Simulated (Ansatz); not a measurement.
GaO2 in space group Fddd (No. 70; Ga on 16f, O on 16g, O on 16d) at seven volumes, the program Ansatz at the r²SCAN level (PAW), shape and atoms relaxed at each. One row is withheld.

```
V (Å³/atom)  P (GPa)
-----------  -------
9.104              ?
9.404          13.39
9.704           6.16
10.004          0.01
10.304         -5.21
10.604         -9.61
10.904        -13.31
```

### Question
Fit the shown pressures and predict the withheld one.

### Answer
Third-order Birch–Murnaghan: P = (3/2)B₀(x^(7/2) − x^(5/2))[1 + (3/4)(B′ − 4)(x − 1)] with x = (V₀/V)^(2/3). Least squares on the six rows gives V₀ = 10.004 Å³/atom, B₀ = 188.1 GPa, B′ = 4.55. At V = 9.104, x = 1.0649 and P = 21.99 GPa. The run itself gave 21.85 GPa.

The workflow started from a Materials Project entry (that database holds measured and hypothetical structures alike); the Crystallography Open Database copy checked does not list it. Its standing as an ambient phase is unchecked. The r²SCAN relaxation kept the symmetry of its start; whether a distortion lowers the energy is not shown. Magnetic state: ferromagnetic, chosen from 2 collinear starts compared on coarse meshes (ties went to the first, and starts can fall back to one state), not a proven ground state. Other orbital occupations within this spin state were not tried. No Hubbard U is applied.

Potentials: the later of the program's two PAW sets.
